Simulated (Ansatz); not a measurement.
A geometry of Al₂O₃ away from equilibrium: the start of the relaxation of a randomly generated symmetric cell of Al2O3 (space group No. 200). All values below come from r2SCAN (plane waves to 500 eV, PAW, scalar-relativistic; Ansatz, a first-principles code). Γ-centred k-mesh 7×7×7 on the run's cell, Fermi–Dirac smearing 0.05 eV.

```xyz
10
Lattice="4.6255 0.0000 0.0000 0.0000 4.6255 0.0000 0.0000 0.0000 4.6255" Properties=species:S:1:pos:R:3 pbc="T T T"
Al     0.0000     2.3128     2.3128
Al     2.3128     0.0000     2.3128
Al     2.3128     2.3128     0.0000
Al     2.3128     2.3128     2.3128
O      3.8774     2.3128     0.0000
O      0.7482     2.3128     0.0000
O      0.0000     3.8774     2.3128
O      0.0000     0.7482     2.3128
O      2.3128     0.0000     3.8774
O      2.3128     0.0000     0.7482
```

Give the Cartesian forces on all atoms (eV/Å).


```tsv
atom	Fx	Fy	Fz
Al1	0.00	0.00	0.00
Al2	0.00	0.00	0.00
Al3	0.00	0.00	0.00
Al4	0.00	0.00	0.00
O5	3.92	0.00	0.00
O6	-3.92	0.00	0.00
O7	0.00	3.92	0.00
O8	0.00	-3.92	0.00
O9	0.00	0.00	3.92
O10	0.00	0.00	-3.92
```

What is the pressure?

+64.8 GPa, compression positive.

No spin polarisation in the result.

The run could not lose the symmetry of its start, so the end can be a saddle point.

The end of the path is a generated cell of Al2O3: the first start was made by a random draw of sites in a space group, and the end was not matched to a known phase here, so it may be hypothetical. Known forms of Al2O3 include space group No. 167.
